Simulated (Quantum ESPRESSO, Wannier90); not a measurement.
Tight-binding from DFT: WO$_{3}$ (ReO3 type)

```xyz
4
Lattice="3.8062 0.0000 0.0000 0.0000 3.8062 0.0000 0.0000 0.0000 3.8062" Properties=species:S:1:pos:R:3 pbc="T T T"
W      0.0000     0.0000     0.0000
O      0.0000     0.0000     1.9031
O      1.9031     0.0000     0.0000
O      0.0000     1.9031     0.0000
```

Cell from Materials Project (mp-19390), symmetrised, no further relaxation. Not found in the COD (Crystallography Open Database) copy used, which has the formula in other groups; not checked further. Computed values, not measurements, from PBEsol: Quantum ESPRESSO (norm-conserving PseudoDojo potentials, cutoff 68 Ry, no spin polarisation, no spin-orbit coupling) on a Γ-centred 8×8×8 mesh, then Wannier90. Density: 8×8×8 mesh, cold smearing 0.01 Ry. Spin-orbit coupling is left out although heavy elements are present.

A tight-binding model is made by disentanglement and projection with no localisation steps (num_iter = 0), so the 14 orbitals stay atom-like: hydrogen-like W: d; O: p, axes along x, y, z; frozen window up to 2.09 eV relative to the valence-band maximum. It follows pw.x to 0.9 meV rms for states up to 1.6 eV relative to the valence-band maximum. Matrix elements depend on this choice of orbitals and windows.

What are the on-site energies relative to the valence-band maximum, and how fast do the hoppings decay?


| atom | orbitals | energy (eV) |
|---|---|---|
| W1 | dz2 dx2-y2 | 5.52 |
| W1 | dxz dyz dxy | 1.45 |
| O2 | pz | -2.33 |
| O2 | px py | -1.38 |
| O3 | pz py | -1.38 |
| O3 | px | -2.33 |
| O4 | pz px | -1.38 |
| O4 | py | -2.33 |

```
distance of the centres (Å)  largest modulus (eV)
---------------------------  --------------------
1–2                                           3.7
2–3                                          0.57
3–4                                          0.20
4–5                                         0.056
5–6                                         0.066
6–7                                         0.018
7–8                                         0.025
8–9                                        0.0015
9–10                                       0.0090
10–11                                      0.0012
11–12                                      0.0051
12–13                                     0.00079
```
